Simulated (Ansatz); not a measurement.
## Cl (diamond type) under strong compression

```xyz
2
Lattice="0.0000 3.1576 3.1576 3.1576 0.0000 3.1576 3.1576 3.1576 0.0000" Properties=species:S:1:pos:R:3 pbc="T T T"
Cl   -0.7894   -0.7894   -0.7894
Cl    0.7894    0.7894    0.7894
```

The cell comes from a relaxation on PAW files under the same functional, begun from a prototype that needn't be the stable phase.

Its volume is scaled at fixed shape and fractional positions.

Level of theory: DFT with PBEsol, scalar-relativistic, in Ansatz 0.2.0; a Γ-centred 12×12×12 k mesh, Fermi–Dirac smearing of 0.1 eV, no spin polarisation. LAPW: all electrons, basis error target 1 meV/atom; PAW: frozen-core files, cutoff 420 eV; crystal datasets: all electrons, by PAW datasets that the program makes for each cell; norm-conserving: pseudopotentials, cutoff 789 eV.

Energies are extrapolated to zero smearing and count from the unscaled cell; pressure is positive in compression; gaps take the mesh and a band path. No temperature or zero-point motion is included.

The PAW files were made under PBE. The structure type is held throughout; the real material can change phase at far lower pressure.

```csv
V/V0,V (Å³/atom),P LAPW (GPa),ΔE LAPW (eV/atom),P PAW − LAPW (GPa),ΔE PAW − LAPW (meV/atom)
1.00,31.48,0.03,0.000,-0.01,0.0
0.88,27.71,3.74,0.034,-0.01,-0.2
0.78,24.56,9.46,0.153,-0.01,-0.4
0.68,21.41,19.50,?,-0.02,-0.7
0.58,18.26,37.4,0.962,-0.04,-1.4
0.50,15.74,61.5,1.723,-0.10,-2.5
0.43,13.54,94.4,2.777,-0.23,-4.8
```

Q: Give the missing entry: row "0.68", column "ΔE LAPW (eV/atom)".

A: 0.424.

Q: Fit the Vinet equation to the LAPW pressures over the whole range, with residuals weighted by 1/(|P| + 0.03·Pmax).

A: V0 = 31.50 Å³/atom, B0 = 23.1 GPa and B0′ = 4.19, and the fit misses no point by more than 2 GPa. A fit over so wide a range pins B0 less well than one near rest.

Q: From the table, what is the rise of the enthalpy H = E + pV up to the last row, and how stiff is the crystal between the last two rows?

A: ΔH = 2.777 eV + (94.4 GPa × 13.54 Å³ − 0.03 GPa × 31.48 Å³) × 0.006242 eV/(GPa·Å³) = 10.74 eV/atom, of which pV makes 74 %. The mean bulk modulus there is −ΔP/Δln V = 218 GPa.

Q: At the smallest volume, how far do crystal datasets and norm-conserving lie from LAPW in pressure?

A: crystal datasets: 0.00 GPa; norm-conserving: -0.08 GPa, on a LAPW pressure of 94.4 GPa.
